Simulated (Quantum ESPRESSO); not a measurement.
How field gradients follow strain in SiC (P6₃mc)

```
CSi
1.0
    3.07662     0.00000     0.00000
   -1.53831     2.66443     0.00000
    0.00000     0.00000    15.09808
Si C
6 6
Cartesian
  0.00000   1.77629  12.57679
  1.53831   0.88814   5.02775
  1.53831   0.88814  10.06304
  0.00000   1.77629   2.51400
  0.00000   0.00000   7.54499
  0.00000   0.00000  15.09403
  0.00000   0.00000  13.20114
  0.00000   0.00000   5.65210
  0.00000   1.77629  10.68936
  1.53831   0.88814   3.14032
  1.53831   0.88814   8.17573
  0.00000   1.77629   0.62669
```
The cell was made here from a computed Materials Project entry: atoms relaxed in the unchanged cell (PBE without dispersion, pw.x of a modified build of Quantum ESPRESSO, symmetry kept). The parent is SiC in P6₃mc, a polytype of 6 double layers. Stability against distortions was not tested.

The last row's change in full: strained by +2 % along the unique axis and by -1 % across it, atoms relaxed (PBE, pw.x of Quantum ESPRESSO); the other rows go along the same path.

Method: field gradients by the PAW reconstruction of the field gradient on a scalar-relativistic PBE ground state (Quantum ESPRESSO, JTH datasets), 20 Ha, k-mesh 8×8×2 through Γ. Values are those of the named site's first atom. Cores are frozen. Against all-electron runs on small test molecules, this scheme's |Vzz| missed by −6 % on Si, +9 % on C.

Unchanged cell: Vzz Si1 (a.u.) = 0.026, Vzz Si2 (a.u.) = 0.022, Vzz Si3 (a.u.) = -0.004, Vzz C1 (a.u.) = 0.022, Vzz C2 (a.u.) = 0.002.

Q: How do these values move along the path (axial strain (%): -2, +2)?

A: 
```csv
axial strain (%),Vzz Si1 (a.u.),Vzz Si2 (a.u.),Vzz Si3 (a.u.),Vzz C1 (a.u.),Vzz C2 (a.u.)
-2,-0.020,-0.027,-0.063,-0.021,-0.045
0,0.026,0.022,-0.004,0.022,0.002
+2,0.078,0.077,0.056,0.067,0.049
```

As single numbers, gradients under 0.02 a.u. lie near what cutoff and mesh leave (some 0.003 a.u. in our sweeps); these rows share cutoff and mesh counts, so their differences are steadier.
